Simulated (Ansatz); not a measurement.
Here is the system:

TiRh3:
```cif
data_Rh3Ti
_chemical_formula_sum 'Ti1 Rh3'
_space_group_name_H-M_alt 'P 1'
_space_group_IT_number 1
_cell_length_a 3.77050
_cell_length_b 3.77050
_cell_length_c 3.77050
_cell_angle_alpha 90.000
_cell_angle_beta 90.000
_cell_angle_gamma 90.000
loop_
_space_group_symop_operation_xyz
  'x, y, z'
loop_
_atom_site_label
_atom_site_type_symbol
_atom_site_fract_x
_atom_site_fract_y
_atom_site_fract_z
_atom_site_occupancy
Ti1 Ti 0.00000 0.00000 0.00000 1
Rh1 Rh 0.50000 0.50000 0.00000 1
Rh2 Rh 0.00000 0.50000 0.50000 1
Rh3 Rh 0.50000 0.00000 0.50000 1
```

This is the LDA-relaxed structure.

**Question.** All from DFT-LDA in the program Ansatz with PAW potentials, unless another level is named. Give the Poisson's ratio.

**Answer.** 0.27.

**Question.** And the highest zone-centre frequency?

**Answer.** 232 cm^-1.

Space group Pm-3m (Cu3Au type). The first step of the workflow began from a Materials Project structure, measured or hypothetical; the Crystallography Open Database files this formula in space group No. 221, but the cells were not matched. Its standing as an ambient phase is unchecked. The cell was relaxed with LDA under the symmetry of its start; of distortions, only those at the zone centre were tested. The run is not spin-polarised. As this level gives no gap, phonon frequencies hold no LO–TO term and depend on the k-mesh and smearing (Fermi–Dirac, 0.1 eV here).

Potentials: the later of the program's two PAW sets.
